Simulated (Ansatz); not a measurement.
**Al$_{2}$Ru: from a starting cell to a relaxed one**

The relaxed structure here is a generated cell of Al2Ru: the first start was made by placing the elements on the sites of a structure type, and the end was not matched to a known phase here, so it may be hypothetical.

The start is a generated cell, Al2Ru placed in the AFLOW prototype A2B_tI12_140_h_a (C16, as in Al2Cu). A full variable-cell relaxation at zero pressure is run with PBE (plane waves to 420 eV, PAW, scalar-relativistic; Ansatz, an electronic-structure program). The first steps use a coarse 9×9×9 k-mesh.

Starting cell:
```
Al2Ru
1.0
   -2.94654     2.94654     2.37090
    2.94654    -2.94654     2.37090
    2.94654     2.94654    -2.37090
Al Ru
4 2
Direct
  0.15800   0.65800   0.81600
  0.34200   0.15800   0.50000
  0.65800   0.84200   0.50000
  0.84200   0.34200   0.18400
  0.75000   0.75000   0.00000
  0.25000   0.25000   0.00000
```

What is the largest force in the starting geometry, and on which atom (counted from 1)?

0.27 eV/Å, on Al1, Al2, Al3, Al4 (atoms numbered as listed).

What symmetry does the relaxed structure have?

The space group goes from I4/mcm (No. 140) to P4/mmm (No. 123), with 3 atoms in the primitive cell.

How does the volume per atom move from start to end?

+23.6 %, from 13.72 to 16.96 Å³/atom.

How do the shortest distances between atoms change?

The closest pairs of elements (up to four, under 3.6 Å), start → end: Ru–Ru 2.37 → 2.86 Å; Al–Ru 2.52 → 2.55 Å; Al–Al 2.63 → 2.86 Å.

What band gap does the relaxed structure have at this level?

No gap (metallic).

What does it relax into? Give the structure.


```cif
data_Al2Ru
_chemical_formula_sum 'Al2 Ru1'
_space_group_name_H-M_alt 'P4/mmm'
_space_group_IT_number 123
_space_group_name_Hall '-P 4 2'
_cell_length_a 4.21823
_cell_length_b 4.21823
_cell_length_c 2.85998
_cell_angle_alpha 90.000
_cell_angle_beta 90.000
_cell_angle_gamma 90.000
loop_
_atom_site_label
_atom_site_type_symbol
_atom_site_symmetry_multiplicity
_atom_site_Wyckoff_symbol
_atom_site_fract_x
_atom_site_fract_y
_atom_site_fract_z
_atom_site_occupancy
Al1 Al 2 f 0.00000 0.50000 0.00000 1
Ru1 Ru 1 b 0.00000 0.00000 0.50000 1
```

Final values are on a 11×11×16 k-mesh of the relaxed cell. No spin polarisation in the result.

The run could not lose the symmetry of its start: the end is stationary, and may be a saddle point rather than a minimum.
